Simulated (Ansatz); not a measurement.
Starting cell, NaI (rock salt):

```yaml
crystal:
  lattice:
    - [0.00000, 3.26452, 3.26452]
    - [3.26452, 0.00000, 3.26452]
    - [3.26452, 3.26452, 0.00000]
  atoms:
    - { symbol: I, position: [0.00000, 0.00000, 0.00000] }
    - { symbol: Na, position: [0.50000, 0.50000, 0.50000] }
```

In each cell atom 1 (I, nearest neighbour Na at 3.265 Å; its periodic images, 4.6 Å or more away, move with it) moves by s·(0.000, 0.000, 1.000) (along Cartesian z), the rest being held.

All values below come from PBE (plane waves to 420 eV, PAW, scalar-relativistic; Ansatz, a quantum-chemistry and plane-wave program). k mesh 7×7×7 (Γ-centred), Fermi-Dirac smearing 0.05 eV. Energies are smeared free energies. Left out: 2 of 11 points, with atoms too close for the PAW data. NaI was relaxed with its symmetry unable to fall. Spin-orbit coupling is left out, though I is heavy. ΔE is measured from the undisplaced structure.

```tsv
s (Å)	ΔE (meV/cell)
-0.784	withheld
-0.588	236
-0.392	78
-0.196	16
0.000	0
0.196	16
0.392	78
0.588	236
0.784	withheld
```

Task: Fit an even polynomial form (powers 2, 4) to the given rows and predict ΔE at s = 0.784.

Result: Least squares on the 7 given rows: ΔE = (369.8)·s² + (904.3)·s⁴, in meV/cell with s in Å; root-mean-square residual 0.3 meV/cell. At 0.784 the fit gives 569 meV/cell; the calculation gives 588 meV/cell, so the extrapolation is off by -19 (-3.2 %). The quadratic term alone would give 227 meV/cell.

(For displaced atoms, the force is minus the slope of the energy, and its curvature is a force constant, which sets phonon frequencies.)
